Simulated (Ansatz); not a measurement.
Values for one crystal, relaxed and computed with r²SCAN in the plane-wave PAW code Ansatz; other levels are named.

- Volume per atom: 14.41 Å³
- Electronic character: metallic (no gap)
- Formation energy from the elements (no fitted shifts): -0.46 eV/atom
- Density of states at the Fermi level: 0.32 states/eV per atom (mean over ±0.08 eV)

**Question.** Which of these materials gives this?
A. LaMg2Si2, P4/mmm (La on 1a, Mg on 2e, Si on 2h)
B. Nd2ScSi2, P4/mbm (Nd on 4h, Sc on 2a, Si on 4g)
C. TaSi2, P6_222 (Ta on 3d, Si on 6j)
D. YSi2Ru2, I4/mmm (Y on 2a, Si on 4e, Ru on 4d)

**Answer.** C, TaSi2, P6_222 (Ta on 3d, Si on 6j)

Symmetry was held in the r²SCAN relaxation. The run is not spin-polarised. The references are the lowest solids computed at this level, not always the standard phases. Spin–orbit coupling is left out wherever it is not named.

Potentials: the later of the program's two PAW sets.
